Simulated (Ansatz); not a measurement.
Sn$_{2}$Au:
```
Sn2Au
1.0
    0.00000     4.22165     4.22165
    4.22165     0.00000     4.22165
    4.22165     4.22165     0.00000
Sn Au
4 2
Cartesian
  5.27706   5.27706   5.27706
  5.27706   3.16624   3.16624
  3.16624   5.27706   3.16624
  3.16624   3.16624   5.27706
  2.11083   2.11083   2.11083
  0.00000   0.00000   0.00000
```

Relaxed with PBEsol. Special points in fractions of this cell's reciprocal vectors: Γ (0.000, 0.000, 0.000); X (0.500, 0.000, 0.500); U (0.625, 0.250, 0.625); K (0.375, 0.375, 0.750); L (0.500, 0.500, 0.500); W (0.500, 0.250, 0.750).

Problem. List the band energies nearest the Fermi level at these points for PBEsol with spin–orbit coupling in the plane-wave PAW code Ansatz.

Solution. In eV from the Fermi level; about four levels below and three above (degenerate sets whole), none deeper than 8.9 eV; points with the same levels are listed once.

```
k                                below                          above
-  -----------------------------------  -----------------------------
Γ  -1.73 -1.73 -1.73 -1.73 -1.18 -1.18  0.29 0.29 0.47 0.47 0.47 0.47
X              -2.29 -2.29 -2.29 -2.29            0.31 0.31 0.31 0.31
U              -0.54 -0.54 -0.16 -0.16            0.27 0.27 1.61 1.61
L              -1.05 -1.05 -0.55 -0.55            0.87 0.87 1.41 1.41
W              -1.84 -1.84 -1.71 -1.71            0.94 0.94 1.26 1.26
```

Space group Fd-3m (cubic Laves (MgCu2 type)). The cell is a constructed one: a structure type filled with these elements; neither database checked (COD, Materials Project) lists it. COD files the formula under space group No. 61. Its standing as an ambient phase is unchecked. Symmetry was held in the PBEsol relaxation. At this level the phase is dynamically unstable (imaginary phonons).

Potentials: the earlier of the program's two PAW sets. The files were generated under PBE; for other functionals the program regenerates the frozen cores, and for LDA and PBEsol the local potential too.
